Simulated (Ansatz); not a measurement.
# Be: from a starting cell to a relaxed one

The start is a relaxed Be cell, doubled along one cell vector, shaken by Gaussian noise of σ = 0.08 Å a coordinate. The cell and all atomic positions are relaxed at zero pressure with PBEsol (plane waves to 420 eV, PAW, scalar-relativistic; Ansatz, an electronic-structure program). The first steps use a coarse 9×17×11 k-mesh.

Starting cell:
```
CELL_PARAMETERS angstrom
     -4.19767     4.19767     2.10960
      2.09883    -2.09883     1.05480
      2.09883     2.09883    -1.05480
ATOMIC_POSITIONS crystal
  Be 0.36478 0.22351 0.52543
  Be 0.89258 0.24414 0.50272
  Be 0.06222 0.12709 0.06186
  Be 0.50959 0.01478 0.03387
```

Task: What pressure does the first self-consistent step give?

Result: +2.5 GPa (positive: the cell is compressed).

Task: What is the largest force in the starting geometry, and on which atom (counted from 1)?

Result: 1.79 eV/Å, on Be4 (atoms numbered as listed).

Task: By how much does the energy per atom fall from start to end?

Result: 0.73 eV/atom.

Task: How does the volume change?

Result: -16.1 %, from 9.29 to 7.80 Å³/atom.

Task: Does it find its way back to the structure it was made from?

Result: It does not go back: it reaches Fm-3m (No. 225), fcc (Cu type), 0.66 eV/atom below the parent.

Task: How do the shortest distances between atoms change?

Result: The closest pairs of elements (up to four, under 3.6 Å), start → end: Be–Be 1.91 → 2.23 Å.

Task: Is the relaxed structure metallic? Give its gap.

Result: No gap (metallic).

Task: Give the final cell and atomic positions.

Result: 
Space group Fm-3m (No. 225); a = b = c = 3.1476 Å, α = β = γ = 90.00°

| atom | site | symmetry | x | y | z |
|---|---|---|---|---|---|
| Be | 4b | m-3m | 0.5000 | 0.5000 | 0.5000 |
(The calculation used a cell of 1 atom; values per cell refer to that cell.)

Final values are on a 25×25×25 k-mesh of the relaxed cell. No spin polarisation in the result.

The relaxed structure here is a generated cell of Be: the first start was made by placing the elements on the sites of a structure type, and the end was not matched to a known phase here, so it may be hypothetical. Known forms of Be include space group No. 194.
